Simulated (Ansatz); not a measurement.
## FeNi: zone-centre modes under pressure

FeNi, P4/mmm, a = 2.468 Å, c = 3.533 Å. The structure is a COD entry; whether it is the stable form wasn't checked. Ansatz: PBEsol, PAW, 420 eV, Γ-centred 16×16×12 mesh on 2 atoms, Gaussian smearing 0.20 eV; collinear spin, largest moment 2.5 μB. Cell and atoms are relaxed at each pressure with the symmetry kept; optical modes at Γ by linear response, in cm⁻¹, matched by rank (the highest 2 distinct ones).

| P (GPa) | V (Å³/atom) | ω1 | ω2 |
| --- | --- | --- | --- |
| 0 | 10.761 | 213.8 | 300.5 |
| 2 | 10.660 | 217.1 | 305.9 |
| 6 | 10.473 | ? | ? |

Question: Get each mode's Grüneisen parameter γ = −d ln ω/d ln V from the other rows and predict the missing frequencies.

Answer: ln(V/V0) = 0.0000, -0.0094, -0.0271; a line through ln(ω/ω0) of the 2 known rows gives ω1: γ = 1.629, predicted 223.4, computed 223.3; ω2: γ = 1.895, predicted 316.3, computed 316.0. The worst miss is 0.1 %, or 2 % of the shift under pressure, so a constant γ serves at that level. In a metal these frequencies hang on the mesh and smearing.

Only parallel moments were tried here.